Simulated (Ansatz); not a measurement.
The numbers come from plane-wave PAW DFT (Ansatz): PBE, no spin polarisation, 420 eV, 7×7×5 Γ-centred k points, fermi-dirac occupations (width 0.1 eV). Nothing was relaxed.

Computed maps in the lattice plane spanned by a (left to right, 3.86 Å, 12 points from zero) and c (bottom to top, 5.55 Å, 17 points from zero), 90° apart, at height 0.363 along b. The fields are smooth PAW ones with compensation charges, not the true ones near nuclei.

Valence density. Digits on a logarithmic scale: 0 up to 0.03 e/Å³, each further digit a factor of 1.6, 9 from 1.3 e/Å³ up:
```
765666568999
668999766887
579999965555
589999974334
589999975444
679999866666
766887667999
865555569999
853333469999
743222358999
533333346887
433444334555
333454334454
433444345676
643333357998
853222469999
854444469999
```

Task: The cell is BiMoO4. Which atoms lie within 0.2 Å of this plane, and where (fractions of a and c)?

Result: Bi at (0.32, 0.75), O at (0.82, 0.01), O at (0.82, 0.49). The whole cell:
```yaml
crystal:
  lattice:
    - [3.86249, 0.00000, 0.00000]
    - [1.93125, -7.41212, 0.00000]
    - [0.00000, 0.00000, -5.54573]
  atoms:
    - { symbol: Bi, position: [0.31830, 0.36340, 0.75000] }
    - { symbol: Bi, position: [0.68170, 0.63660, 0.25000] }
    - { symbol: Mo, position: [0.08190, 0.83620, 0.75000] }
    - { symbol: Mo, position: [0.91810, 0.16380, 0.25000] }
    - { symbol: O, position: [0.00000, 0.00000, 0.00000] }
    - { symbol: O, position: [0.00000, 0.00000, 0.50000] }
    - { symbol: O, position: [0.61050, 0.77900, 0.75000] }
    - { symbol: O, position: [0.38950, 0.22100, 0.25000] }
    - { symbol: O, position: [0.17630, 0.64740, 0.51300] }
    - { symbol: O, position: [0.82370, 0.35260, 0.01300] }
    - { symbol: O, position: [0.82370, 0.35260, 0.48700] }
    - { symbol: O, position: [0.17630, 0.64740, 0.98700] }
```

Origin: a known structure type with other elements, at an estimated volume, so it need not be a known compound. Caveats: many states at the Fermi level without spin polarisation, so a magnetic state may lie lower; atoms or cell far from equilibrium.
